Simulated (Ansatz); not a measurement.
**How long does this Ansatz run take?**

```yaml
crystal:
  lattice:
    - [8.3, 0.0, 0.0]
    - [-6.225, 10.7820162771, 0.0]
    - [0.0, 0.0, 13.474]
  atoms:
    - { symbol: Sn, position: [0.1666666666, 0.2222222222, 0.0] }
    - { symbol: Cd, position: [0.1666666666, 0.2222222222, 0.5] }
    - { symbol: Cd, position: [0.1666666666, 0.5555555556, 0.0] }
    - { symbol: Cd, position: [0.1666666666, 0.5555555556, 0.5] }
    - { symbol: Cd, position: [0.1666666666, 0.8888888889, 0.0] }
    - { symbol: Cd, position: [0.1666666666, 0.8888888889, 0.5] }
    - { symbol: Cd, position: [0.6666666666, 0.2222222222, 0.0] }
    - { symbol: Cd, position: [0.6666666666, 0.2222222222, 0.5] }
    - { symbol: Cd, position: [0.6666666666, 0.5555555556, 0.0] }
    - { symbol: Cd, position: [0.6666666666, 0.5555555556, 0.5] }
    - { symbol: Cd, position: [0.6666666666, 0.8888888889, 0.0] }
    - { symbol: Cd, position: [0.6666666666, 0.8888888889, 0.5] }
    - { symbol: Cd, position: [0.3333333334, 0.1111111111, 0.25] }
    - { symbol: Cd, position: [0.3333333334, 0.1111111111, 0.75] }
    - { symbol: Cd, position: [0.3333333334, 0.4444444444, 0.25] }
    - { symbol: Cd, position: [0.3333333334, 0.4444444444, 0.75] }
    - { symbol: Cd, position: [0.3333333334, 0.7777777778, 0.25] }
    - { symbol: Cd, position: [0.3333333334, 0.7777777778, 0.75] }
    - { symbol: Cd, position: [0.8333333334, 0.1111111111, 0.25] }
    - { symbol: Cd, position: [0.8333333334, 0.1111111111, 0.75] }
    - { symbol: Cd, position: [0.8333333334, 0.4444444444, 0.25] }
    - { symbol: Cd, position: [0.8333333334, 0.4444444444, 0.75] }
    - { symbol: Cd, position: [0.8333333334, 0.7777777778, 0.25] }
    - { symbol: Cd, position: [0.8333333334, 0.7777777778, 0.75] }
    - { symbol: S, position: [0.1666666666, 0.2222222222, 0.1875] }
    - { symbol: S, position: [0.1666666666, 0.2222222222, 0.6875] }
    - { symbol: S, position: [0.1666666666, 0.5555555556, 0.1875] }
    - { symbol: S, position: [0.1666666666, 0.5555555556, 0.6875] }
    - { symbol: S, position: [0.1666666666, 0.8888888889, 0.1875] }
    - { symbol: S, position: [0.1666666666, 0.8888888889, 0.6875] }
    - { symbol: S, position: [0.6666666666, 0.2222222222, 0.1875] }
    - { symbol: S, position: [0.6666666666, 0.2222222222, 0.6875] }
    - { symbol: S, position: [0.6666666666, 0.5555555556, 0.1875] }
    - { symbol: S, position: [0.6666666666, 0.5555555556, 0.6875] }
    - { symbol: S, position: [0.6666666666, 0.8888888889, 0.1875] }
    - { symbol: S, position: [0.6666666666, 0.8888888889, 0.6875] }
    - { symbol: S, position: [0.3333333334, 0.1111111111, 0.4375] }
    - { symbol: S, position: [0.3333333334, 0.1111111111, 0.9375] }
    - { symbol: S, position: [0.3333333334, 0.4444444444, 0.4375] }
    - { symbol: S, position: [0.3333333334, 0.4444444444, 0.9375] }
    - { symbol: S, position: [0.3333333334, 0.7777777778, 0.4375] }
    - { symbol: S, position: [0.3333333334, 0.7777777778, 0.9375] }
    - { symbol: S, position: [0.8333333334, 0.1111111111, 0.4375] }
    - { symbol: S, position: [0.8333333334, 0.1111111111, 0.9375] }
    - { symbol: S, position: [0.8333333334, 0.4444444444, 0.4375] }
    - { symbol: S, position: [0.8333333334, 0.4444444444, 0.9375] }
    - { symbol: S, position: [0.8333333334, 0.7777777778, 0.4375] }
    - { symbol: S, position: [0.8333333334, 0.7777777778, 0.9375] }
kpoints:
  mp_grid: { grid: [3, 2, 2] }
scf:
  occupations: { method: fermi_dirac, width: 0.01 }
hamiltonian:
  xc: pbe
  pseudopotentials: { kind: paw }
output:
  forces: true
  stress: true
  populations: true
  efg:
    quadrupole_moments_barn: { Sn: -0.132, S: -0.0694 }
    contact_densities: true
relax:
  f_tol: 0.03
  max_steps: 40
```

The quadrupole moment typed for Sn is that of the 23.9 keV Mössbauer state of ¹¹⁹Sn; the ground state has I = 1/2 and no quadrupole moment.

```sh
ansatz run input.yaml --threads 4 --pin off --max-ram 10240MiB --backend cpu --events-out ev --progress --plain --runs-dir out
```

It runs on 4 threads of Arm Neoverse V2 (aarch64; 8 cores open to the job, memory cap 10.0 GiB, no GPU), a shared host with a load of 0.8 a core.

Problem. How much time and memory should be set aside?

Solution. About 14 min of wall time (56 min of CPU time) and 8.2 GiB. The run holds 618 valence electrons in 371 bands, about 23595 plane waves a k-point and 8 irreducible k-points, and took 48 SCF iterations, over 8 ionic steps. Times on a shared host vary by tens of per cent.
